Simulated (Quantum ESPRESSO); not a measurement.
## Ta6NbAl (input and log of a self-consistent run)

Computed values, not a measurement. The program is pw.x of Quantum ESPRESSO 7.5 (plane-wave density functional theory). The cell is made up: eight metal atoms on a hexagonal close-packed lattice, with elements, volume, strain and displacements drawn at random and not relaxed, so it may be unstable or far from any real phase. PseudoDojo standard norm-conserving files set the functional (PBE unless stated); there is no spin polarisation or spin-orbit coupling, the Fermi-Dirac width of 0.25 eV means electrons at about 2900 K, and the masses in the input are unused placeholders. Heavy elements are run without spin-orbit coupling, which real alloys of them have. A spin test at this wide smearing found no moment, but such smearing suppresses magnetism that the real alloy may have.

Input:

```
&control calculation='scf', pseudo_dir='./dojo.nc.sr.pbe.v0_5.standard.upf', outdir='./o', disk_io='minimal', tprnfor=.true., tstress=.true. /
&system ibrav=0, nat=8, ntyp=3, nbnd=64, ecutwfc=82.02448710, nosym=.true., tot_charge=0,
 occupations='smearing', smearing='fd', degauss=0.0183746611
/
&electrons conv_thr=1.470e-08, electron_maxstep=70, mixing_beta=0.5 /
ATOMIC_SPECIES
Al 1.0 Al.upf
Nb 1.0 Nb.upf
Ta 1.0 Ta.upf
CELL_PARAMETERS angstrom
2.972 -0.026 -0.011
-0.0451 5.1641 0.0077
-0.0349 0.0139 9.4219
ATOMIC_POSITIONS angstrom
Ta 0.0313 0.0287 -0.0262
Nb 0.0122 -0.014 4.7306
Ta -0.0157 1.6971 2.3344
Ta -0.0476 1.7318 7.1
Ta 1.4932 2.559 -0.0749
Ta 1.4594 2.5368 4.7492
Ta 1.453 4.3461 2.3374
Al 1.4581 4.2959 7.0513
K_POINTS automatic
8 5 3 1 1 1
```

The log is shortened where brackets say so; the opening notice, blank lines, dates and the lines on written files are dropped, and the path of the files is cut. It prints rydbergs, bohrs and kilobars, and counts compression as positive stress. Its total energy is the free energy E - TS of the whole cell.

```
     Program PWSCF v.7.5
     Parallel version (MPI & OpenMP), running on       4 processor cores
     Number of MPI processes:                 4
     Threads/MPI process:                     1
     [start-up lines left out]
     bravais-lattice index     =            0
     lattice parameter (alat)  =       5.6165  a.u.
     unit-cell volume          =     975.7498 (a.u.)^3
     number of atoms/cell      =            8
     number of atomic types    =            3
     number of electrons       =        94.00
     number of Kohn-Sham states=           64
     kinetic-energy cutoff     =      82.0245  Ry
     charge density cutoff     =     328.0979  Ry
     scf convergence threshold =      1.5E-08
     mixing beta               =       0.5000
     number of iterations used =            8  plain     mixing
     Exchange-correlation= PBE
                           (   1   4   3   4   0   0   0)
     [axes and pseudopotential details left out]
   Cartesian axes
     site n.     atom                  positions (alat units)
         1        Ta     tau(   1) = (   0.0105312   0.0096564  -0.0088152  )
         2        Nb     tau(   2) = (   0.0041048  -0.0047104   1.5916509  )
         3        Ta     tau(   3) = (  -0.0052824   0.5710038   0.7854289  )
         4        Ta     tau(   4) = (  -0.0160154   0.5826790   2.3888559  )
         5        Ta     tau(   5) = (   0.5023999   0.8609975  -0.0252007  )
         6        Ta     tau(   6) = (   0.4910276   0.8535281   1.5979091  )
         7        Ta     tau(   7) = (   0.4888743   1.4622826   0.7864383  )
         8        Al     tau(   8) = (   0.4905902   1.4453924   2.3724704  )
     number of k points=    60  Fermi-Dirac smearing, width (Ry)=  0.0184
                       cart. coord. in units 2pi/alat
        k(    1) = (   0.0632056   0.0580272   0.0527234), wk =   0.0333333
        k(    2) = (   0.0624299   0.0583340  -0.1575796), wk =   0.0333333
     [further k points left out]
     Dense  grid:    97931 G-vectors     FFT dimensions: (  36,  60, 108)
     Estimated max dynamical RAM per process >     355.82 MB
     Estimated total dynamical RAM >       1.32 GB
     Initial potential from superposition of free atoms
     starting charge      93.9897, renormalised to      94.0000
     Starting wfcs are   74 randomized atomic wfcs
     total cpu time spent up to now is        4.8 secs
     per-process dynamical memory:   290.8 Mb
     Self-consistent Calculation
     iteration #  1     ecut=    82.02 Ry     beta= 0.50
     Davidson diagonalization with overlap
     ethr =  1.00E-02,  avg # of iterations =  2.4
     Threshold (ethr) on eigenvalues was too large:
     Diagonalizing with lowered threshold
     Davidson diagonalization with overlap
     ethr =  8.42E-04,  avg # of iterations =  1.9
     total cpu time spent up to now is       24.0 secs
     total energy              =    -910.00410013 Ry
     estimated scf accuracy    <       0.82617266 Ry
     iteration #  2     ecut=    82.02 Ry     beta= 0.50
     Davidson diagonalization with overlap
     ethr =  8.79E-04,  avg # of iterations =  6.5
     total cpu time spent up to now is       38.3 secs
     total energy              =    -908.50088315 Ry
     estimated scf accuracy    <      36.97188607 Ry
     iteration #  3     ecut=    82.02 Ry     beta= 0.50
     Davidson diagonalization with overlap
     ethr =  8.79E-04,  avg # of iterations =  6.5
     total cpu time spent up to now is       51.4 secs
     total energy              =    -910.18843341 Ry
     estimated scf accuracy    <       3.10224027 Ry
     iteration #  4     ecut=    82.02 Ry     beta= 0.50
     Davidson diagonalization with overlap
     ethr =  8.79E-04,  avg # of iterations =  2.0
     total cpu time spent up to now is       60.5 secs
     total energy              =    -910.37870947 Ry
     estimated scf accuracy    <       0.13280827 Ry
     iteration #  5     ecut=    82.02 Ry     beta= 0.50
     Davidson diagonalization with overlap
     ethr =  1.41E-04,  avg # of iterations =  7.4
     total cpu time spent up to now is       72.8 secs
     total energy              =    -910.33767609 Ry
     estimated scf accuracy    <       1.16060290 Ry
     [iterations 6 to 14 left out]
     iteration # 15     ecut=    82.02 Ry     beta= 0.50
     Davidson diagonalization with overlap
     ethr =  3.49E-10,  avg # of iterations =  5.2
     total cpu time spent up to now is      176.2 secs
     total energy              =    -910.40365552 Ry
     estimated scf accuracy    <       0.00000208 Ry
     iteration # 16     ecut=    82.02 Ry     beta= 0.50
     Davidson diagonalization with overlap
     ethr =  3.49E-10,  avg # of iterations =  3.5
     total cpu time spent up to now is      186.4 secs
     total energy              =    -910.40365562 Ry
     estimated scf accuracy    <       0.00000254 Ry
     iteration # 17     ecut=    82.02 Ry     beta= 0.50
     Davidson diagonalization with overlap
     ethr =  3.49E-10,  avg # of iterations =  2.1
     total cpu time spent up to now is      195.8 secs
     total energy              =    -910.40365574 Ry
     estimated scf accuracy    <       0.00000005 Ry
     iteration # 18     ecut=    82.02 Ry     beta= 0.50
     Davidson diagonalization with overlap
     ethr =  5.40E-11,  avg # of iterations =  2.8
     total cpu time spent up to now is      205.1 secs
     total energy              =    -910.40365574 Ry
     estimated scf accuracy    <       0.00000002 Ry
     iteration # 19     ecut=    82.02 Ry     beta= 0.50
     Davidson diagonalization with overlap
     ethr =  1.81E-11,  avg # of iterations =  2.3
     total cpu time spent up to now is      214.7 secs
     End of self-consistent calculation
     [lines on levels left out]
!    total energy              =    -910.40365574 Ry
     estimated scf accuracy    <          9.7E-09 Ry
     smearing contrib. (-TS)   =      -0.13896654 Ry
     internal energy E=F+TS    =    -910.26468919 Ry
     The total energy is F=E-TS. E is the sum of the following terms:
     one-electron contribution =    -183.96244839 Ry
     hartree contribution      =     134.55548485 Ry
     xc contribution           =    -205.91924247 Ry
     ewald contribution        =    -654.93848318 Ry
     convergence has been achieved in  19 iterations
     Forces acting on atoms (cartesian axes, Ry/au):
     atom    1 type  3   force =     0.01004819   -0.01928553   -0.03602837
     atom    2 type  2   force =     0.00567463   -0.00678437    0.03091315
     atom    3 type  3   force =    -0.00613182    0.02791619    0.00848536
     atom    4 type  3   force =    -0.00513943   -0.00048911   -0.02089810
     atom    5 type  3   force =     0.00215676    0.01692609    0.01526909
     atom    6 type  3   force =     0.00090970    0.00836263   -0.00281974
     atom    7 type  3   force =    -0.00393443   -0.02645657    0.00197283
     atom    8 type  1   force =    -0.00358360   -0.00018934    0.00310579
     Total force =     0.074175     Total SCF correction =     0.000303
     Computing stress (Cartesian axis) and pressure
          total   stress  (Ry/bohr**3)                   (kbar)     P=       43.28
   0.00007655  -0.00005183  -0.00001683           11.26       -7.62       -2.48
  -0.00005183   0.00001878  -0.00003653           -7.62        2.76       -5.37
  -0.00001683  -0.00003653   0.00078734           -2.48       -5.37      115.82
     init_run     :      4.59s CPU      4.77s WALL (       1 calls)
     electrons    :    209.28s CPU    209.88s WALL (       1 calls)
     forces       :      2.18s CPU      2.20s WALL (       1 calls)
     stress       :      7.59s CPU      7.76s WALL (       1 calls)
     [timing details left out]
     PWSCF        :   3m43.74s CPU   3m44.72s WALL
     JOB DONE.
```

In other units: free energy -12386.673 eV for the cell, pressure 4.33 GPa, largest force component 0.926 eV/Å in size. The run took 226 s of wall time with four MPI processes on a shared machine (AMD EPYC, Zen 5, virtual cores), so the time is rough. A rerun of this cell at a higher cutoff and on a denser mesh moved values by no more than 0.004 eV in energy, 0.07 GPa in stress and 0.005 eV/Å in force, and a second program with other atomic files agreed on that cell to 2 % rms in force and 0.5 GPa in pressure.